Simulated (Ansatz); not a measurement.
The relaxed structure here is a generated cell of GeSe: the first start was made by placing the elements on the sites of a structure type, and the end was not matched to a known phase here, so it may be hypothetical. Known forms of GeSe include space group No. 62.

The end point of a relaxation of GeSe. Space group Pm (No. 6). Level of theory: PBE (plane waves to 420 eV, PAW, scalar-relativistic; Ansatz, an electronic-structure program).

```xyz
8
Lattice="4.0183 0.0000 0.0000 0.0000 3.9751 0.0000 -0.1448 0.0000 11.5332" Properties=species:S:1:pos:R:3 pbc="T T T"
Se     1.0951     1.9875     1.1479
Ge     3.0177     0.0000     4.1700
Ge     2.9659     0.0000     9.9549
Ge     0.6682     1.9875     7.1211
Ge     0.9875     1.9875    10.2151
Se     2.8640     0.0000     7.4016
Se     3.1188     0.0000     1.5694
Se     0.7767     1.9875     4.5527
```

- Volume per atom = 23.03 Å³
- Density = 5.47 g/cm³
- Band gap = no gap on the sampled points, where the bands overlap only slightly; such a result is sensitive to mesh and level
- Shortest distances = Ge–Se 2.47 Å; Ge–Ge 2.82 Å; Se–Se 2.85 Å
- k-mesh = 12×12×4

Band energies at high-symmetry points (eV from the Fermi level; labels of this space group; no spin-orbit coupling), from −5 eV up to 3.9 eV:

| point | energies |
|---|---|
| Γ | -4.41 -4.32 -4.21 -3.67 -3.64 -2.93 -2.90 -2.68 -2.42 -1.68 -1.07 -0.94 1.45 1.49 1.77 2.66 2.94 3.55 3.67 3.88 |
| Z | -4.78 -4.75 -2.69 -2.52 -2.44 -2.39 -2.24 -2.15 -1.85 -1.59 -0.67 -0.55 0.57 0.64 0.73 1.05 1.20 1.23 1.60 1.89 2.35 2.44 |
| D | -4.03 -3.95 -3.70 -3.54 -2.42 -2.35 -2.21 -2.20 -1.81 -1.64 -0.61 -0.59 0.58 0.62 0.99 1.28 1.37 1.64 1.94 2.08 2.34 3.04 3.33 |
| B | -4.40 -4.35 -4.29 -3.86 -3.75 -3.69 -2.84 -2.73 -1.77 -1.14 -1.05 -1.00 1.52 1.53 1.84 2.00 2.68 3.25 3.86 |
| A | -4.11 -3.89 -3.84 -3.35 -2.59 -2.35 -2.19 -1.96 -1.75 -1.59 -0.68 -0.34 0.56 0.75 0.76 1.36 1.44 1.76 1.99 2.16 2.31 3.08 3.32 |
| E | -4.69 -4.63 -3.54 -3.51 -2.93 -2.93 -2.79 -2.72 1.82 1.85 2.87 3.08 3.17 3.53 3.71 |
| C2 | -4.85 -4.81 -3.93 -3.85 -3.39 -3.36 -1.56 -1.44 1.55 1.57 1.57 1.70 3.63 3.64 |
| Y2 | -4.95 -4.61 -2.65 -2.61 -2.48 -2.33 -2.15 -1.99 -1.76 -1.67 -0.75 -0.34 0.49 0.75 0.84 1.10 1.12 1.31 1.59 1.87 2.48 2.53 |

No spin polarisation in the result.

The run could not lose the symmetry of its start, so the end can be a saddle point.

It was reached from a disturbed copy of a Pnma (No. 62) cell (AFLOW prototype AB_oP8_62_c_c (B29, as in SnS)), against which it lies +0.15 eV/atom.
